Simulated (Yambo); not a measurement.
Absorption of SrCl₂ (fluorite, space group Fm-3m, No. 225) under isotropic strain of -3 % on all lattice vectors with and without the electron-hole interaction (Yambo, PBEsol bands; 8×8×8 mesh, 6 valence and 3 conduction bands, static screening with 42 bands and a 4 Ry block, scissor 2.67 eV, Tamm-Dancoff; field along x).

```json
[
 {"E (eV)": "6.35", "Im ε, BSE": "0.11", "Im ε, independent quasiparticles": "0.04"},
 {"E (eV)": "6.45", "Im ε, BSE": "0.12", "Im ε, independent quasiparticles": "0.04"},
 {"E (eV)": "6.55", "Im ε, BSE": "0.13", "Im ε, independent quasiparticles": "0.04"},
 {"E (eV)": "6.65", "Im ε, BSE": "0.14", "Im ε, independent quasiparticles": "0.05"},
 {"E (eV)": "6.75", "Im ε, BSE": "0.16", "Im ε, independent quasiparticles": "0.05"},
 {"E (eV)": "6.85", "Im ε, BSE": "0.18", "Im ε, independent quasiparticles": "0.05"},
 {"E (eV)": "6.95", "Im ε, BSE": "0.21", "Im ε, independent quasiparticles": "0.06"},
 {"E (eV)": "7.05", "Im ε, BSE": "0.24", "Im ε, independent quasiparticles": "0.06"},
 {"E (eV)": "7.15", "Im ε, BSE": "0.28", "Im ε, independent quasiparticles": "0.06"},
 {"E (eV)": "7.25", "Im ε, BSE": "0.34", "Im ε, independent quasiparticles": "0.07"},
 {"E (eV)": "7.35", "Im ε, BSE": "0.41", "Im ε, independent quasiparticles": "0.07"},
 {"E (eV)": "7.45", "Im ε, BSE": "0.51", "Im ε, independent quasiparticles": "0.08"},
 {"E (eV)": "7.55", "Im ε, BSE": "0.66", "Im ε, independent quasiparticles": "0.09"},
 {"E (eV)": "7.65", "Im ε, BSE": "0.90", "Im ε, independent quasiparticles": "0.10"},
 {"E (eV)": "7.75", "Im ε, BSE": "1.31", "Im ε, independent quasiparticles": "0.10"},
 {"E (eV)": "7.85", "Im ε, BSE": "2.10", "Im ε, independent quasiparticles": "0.12"},
 {"E (eV)": "7.95", "Im ε, BSE": "3.72", "Im ε, independent quasiparticles": "0.13"},
 {"E (eV)": "8.05", "Im ε, BSE": "6.39", "Im ε, independent quasiparticles": "0.15"},
 {"E (eV)": "8.15", "Im ε, BSE": "7.23", "Im ε, independent quasiparticles": "0.17"},
 {"E (eV)": "8.25", "Im ε, BSE": "5.31", "Im ε, independent quasiparticles": "0.20"},
 {"E (eV)": "8.35", "Im ε, BSE": "4.02", "Im ε, independent quasiparticles": "0.24"},
 {"E (eV)": "8.45", "Im ε, BSE": "3.80", "Im ε, independent quasiparticles": "0.30"},
 {"E (eV)": "8.55", "Im ε, BSE": "3.48", "Im ε, independent quasiparticles": "0.40"},
 {"E (eV)": "8.65", "Im ε, BSE": "3.48", "Im ε, independent quasiparticles": "0.52"},
 {"E (eV)": "8.75", "Im ε, BSE": "3.91", "Im ε, independent quasiparticles": "0.66"},
 {"E (eV)": "8.85", "Im ε, BSE": "4.67", "Im ε, independent quasiparticles": "0.93"},
 {"E (eV)": "8.95", "Im ε, BSE": "6.02", "Im ε, independent quasiparticles": "1.35"},
 {"E (eV)": "9.05", "Im ε, BSE": "6.80", "Im ε, independent quasiparticles": "1.73"},
 {"E (eV)": "9.15", "Im ε, BSE": "7.08", "Im ε, independent quasiparticles": "2.07"},
 {"E (eV)": "9.25", "Im ε, BSE": "6.45", "Im ε, independent quasiparticles": "2.14"},
 {"E (eV)": "9.35", "Im ε, BSE": "5.70", "Im ε, independent quasiparticles": "2.11"},
 {"E (eV)": "9.45", "Im ε, BSE": "4.16", "Im ε, independent quasiparticles": "2.15"},
 {"E (eV)": "9.55", "Im ε, BSE": "3.20", "Im ε, independent quasiparticles": "2.14"},
 {"E (eV)": "9.65", "Im ε, BSE": "2.77", "Im ε, independent quasiparticles": "2.18"},
 {"E (eV)": "9.75", "Im ε, BSE": "2.64", "Im ε, independent quasiparticles": "2.63"},
 {"E (eV)": "9.85", "Im ε, BSE": "2.97", "Im ε, independent quasiparticles": "3.44"},
 {"E (eV)": "9.95", "Im ε, BSE": "2.77", "Im ε, independent quasiparticles": "4.44"},
 {"E (eV)": "10.05", "Im ε, BSE": "2.65", "Im ε, independent quasiparticles": "5.36"},
 {"E (eV)": "10.15", "Im ε, BSE": "2.29", "Im ε, independent quasiparticles": "5.68"}
]
```

The scissor comes from a G0W0 run whose convergence isn't established. Broadening 0.15 eV. The band window holds all transitions up to 10.2 eV. Fine structure above the onset can come from the mesh.

Geometry strained from the cell relaxed with PBEsol, atoms relaxed again; primitive cell a = b = c = 4.737 Å, α = β = γ = 60.00°.
